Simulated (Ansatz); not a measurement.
SnC (CsCl type, Pm-3m) under volume change, the program Ansatz at the PBE level (PAW), scaled uniformly.

| V (Å³/atom) | E − E(relaxed) (meV/atom) | P (GPa) |
|---|---|---|
| 13.608 | 42.8 | 10.81 |
| 14.057 | 18.2 | 6.86 |
| 14.505 | (withheld) | (withheld) |
| 14.954 | 0.0 | -0.01 |
| 15.403 | 3.8 | -2.66 |
| 15.851 | 14.3 | -4.69 |
| 16.300 | (withheld) | (withheld) |

Question: Complete the blanks.

Answer: 
- 14.505, E − E(relaxed) (meV/atom): 4.3
- 14.505, P (GPa): 3.15
- 16.300, E − E(relaxed) (meV/atom): 29.7
- 16.300, P (GPa): -6.33

Question: What does a third-order Birch–Murnaghan fit give for V₀, B₀ and B′?

Answer: V₀ = 14.96 Å³/atom, B₀ = 92.1 GPa, B′ = 4.7.

The cell is a constructed one: a structure type filled with these elements; neither database checked (COD, Materials Project) lists it. Its standing as an ambient phase is unchecked. The PBE relaxation kept the symmetry of its start; whether a distortion lowers the energy is not shown. Scalar-relativistic: spin–orbit coupling is off unless named, which matters more the heavier the elements.

Potentials: the later of the program's two PAW sets.
